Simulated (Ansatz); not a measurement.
C:
```yaml
crystal:
  lattice:
    - [0.00000, 1.77844, 1.77844]
    - [1.77844, 0.00000, 1.77844]
    - [1.77844, 1.77844, 0.00000]
  atoms:
    - { symbol: C, position: [0.75000, 0.75000, 0.75000] }
    - { symbol: C, position: [0.50000, 0.50000, 0.50000] }
```

Relaxed with PBE+D3(BJ). Special points in fractions of this cell's reciprocal vectors: Γ (0.000, 0.000, 0.000); X (0.500, 0.000, 0.500); U (0.625, 0.250, 0.625); K (0.375, 0.375, 0.750); L (0.500, 0.500, 0.500); W (0.500, 0.250, 0.750).

### Question
List the band energies nearest the valence-band maximum at these points for PBE+D3(BJ) in the plane-wave PAW code Ansatz.

### Answer
In eV from the valence-band maximum; about four levels below and three above (degenerate sets whole), none deeper than 8.9 eV; … stands for higher levels left out; points with the same levels are listed once.

| k | below | above |
|---|---|---|
| Γ | 0.00 0.00 0.00 | … |
| X | -6.36 -6.36 | 4.78 4.78 … |
| U | -5.41 | 5.71 10.80 … |
| L | -2.83 -2.83 | 8.50 8.50 … |
| W | -8.40 -8.40 | 10.66 10.66 … |

Space group Fd-3m (diamond). Symmetry was held in the PBE+D3(BJ) relaxation; phonons on a q-mesh show no instability. The volume moved by -27 % from the start of the relaxation.

Potentials: the later of the program's two PAW sets.
